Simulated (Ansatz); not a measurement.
HfCo3B2:
```cif
data_B2Co3Hf
_chemical_formula_sum 'B2 Co3 Hf1'
_space_group_name_H-M_alt 'P 1'
_space_group_IT_number 1
_cell_length_a 4.79466
_cell_length_b 4.79466
_cell_length_c 3.02143
_cell_angle_alpha 90.000
_cell_angle_beta 90.000
_cell_angle_gamma 120.000
loop_
_space_group_symop_operation_xyz
  'x, y, z'
loop_
_atom_site_label
_atom_site_type_symbol
_atom_site_fract_x
_atom_site_fract_y
_atom_site_fract_z
_atom_site_occupancy
B1 B 0.33333 0.66667 0.00000 1
B2 B 0.66667 0.33333 0.00000 1
Co1 Co 0.50000 0.00000 0.50000 1
Co2 Co 0.50000 0.50000 0.50000 1
Co3 Co 0.00000 0.50000 0.50000 1
Hf1 Hf 0.00000 0.00000 0.00000 1
```

Relaxed with r²SCAN.

Q: Tabulate the valence density and the electron localisation function along the shortest B–Co contact (2.05 Å), r²SCAN (plane waves, PAW; program Ansatz).

A: 

```
distance from B (Å)  density (e/Å³)   ELF
-------------------  --------------  ----
0.20                           0.41  0.01
0.31                           0.56  0.09
0.41                           0.67  0.27
0.51                           0.71  0.48
0.61                           0.69  0.62
0.72                           0.65  0.67
0.82                           0.60  0.62
0.92                           0.58  0.48
1.02                           0.61  0.31
1.13                           0.73  0.22
1.23                           1.06  0.20
1.33                           1.80  0.25
1.43                           3.35  0.37
1.54                           6.55  0.57
1.64                          12.80  0.79
1.74                          23.39  0.92
1.84                          37.80  0.97
```

The density is the valence pseudo-density with augmentation charge, so density and ELF within about 1 Å of a nucleus are not all-electron values.

Space group P6/mmm. The workflow started from an entry of the Crystallography Open Database (COD). Its standing as an ambient phase is unchecked. The cell was relaxed with r²SCAN under the symmetry of its start; its stability against distortions is not shown here. The workflow began spin-polarised and lost its moments. Scalar-relativistic: spin–orbit coupling is off unless named, which matters more the heavier the elements.

Potentials: the later of the program's two PAW sets.
